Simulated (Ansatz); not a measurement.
Method: Ansatz 0.2.0, DFT PBE, scalar-relativistic, plane waves, PAW. All cells share a 420 eV cutoff and Γ-centred k meshes spaced at most about 0.3 Å⁻¹ (about 0.25 or finer for metals, 2π included). No spin polarisation in the final relaxations.

Each of these unrelaxed guesses is relaxed in cell and atoms within its symmetry. A guess keeps its type if space group and coordination stay and the shape of the cell changes little (axis ratios within about 15 %, angles within 6°); the volume may change.

1. KRu4O (collinear spin from parallel moments)

```cif
data_structure
_symmetry_space_group_name_H-M 'P4/mmm'
_symmetry_Int_Tables_number 123
_cell_length_a 4.3599
_cell_length_b 4.3599
_cell_length_c 6.2218
_cell_angle_alpha 90.000
_cell_angle_beta 90.000
_cell_angle_gamma 90.000
_cell_volume 118.27
loop_
_atom_site_label
_atom_site_type_symbol
_atom_site_symmetry_multiplicity
_atom_site_Wyckoff_symbol
_atom_site_fract_x
_atom_site_fract_y
_atom_site_fract_z
_atom_site_occupancy
K1 K 1 d 0.50000 0.50000 0.50000 1
Ru1 Ru 4 i 0.50000 0.00000 0.76288 1
O1 O 1 a 0.00000 0.00000 0.00000 1
```

2. Ir3Ru2

```cif
data_structure
_symmetry_space_group_name_H-M 'P-6m2'
_symmetry_Int_Tables_number 187
_cell_length_a 2.7037
_cell_length_b 2.7037
_cell_length_c 21.9214
_cell_angle_alpha 90.000
_cell_angle_beta 90.000
_cell_angle_gamma 120.000
_cell_volume 138.78
loop_
_atom_site_label
_atom_site_type_symbol
_atom_site_symmetry_multiplicity
_atom_site_Wyckoff_symbol
_atom_site_fract_x
_atom_site_fract_y
_atom_site_fract_z
_atom_site_occupancy
Ru1 Ru 2 i 0.66667 0.33333 0.80000 1
Ru2 Ru 2 i 0.66667 0.33333 0.40000 1
Ir1 Ir 1 e 0.66667 0.33333 0.00000 1
Ir2 Ir 2 h 0.33333 0.66667 0.70000 1
Ir3 Ir 2 h 0.33333 0.66667 0.90000 1
Ir4 Ir 1 d 0.33333 0.66667 0.50000 1
```

Problem. Which keep their type?

Solution. Guess 2 keeps its type.

| guess | kept | start group | end group | V start (Å³/atom) | V end | b/a and c/a, end over start | nearest neighbours start | nearest neighbours end |
| --- | --- | --- | --- | --- | --- | --- | --- | --- |
| 1 | no | P4/mmm | P4/mmm | 19.7 | 18.9 | 1.00, 1.73 | K 8, O 8, Ru 5 | K 12, O 8, Ru 6 |
| 2 | yes | P-6m2 | P-6m2 | 13.9 | 14.2 | 1.00, 0.98 | Ir 12, Ru 12 | Ir 12, Ru 12 |

Neighbours count within 15 % of an atom's shortest distance; end groups are read at 0.02 Å (0.05 Å in metals).

Spin–orbit coupling, which can matter for Ir, is left out. Cells relaxed within their symmetry can be saddle points.
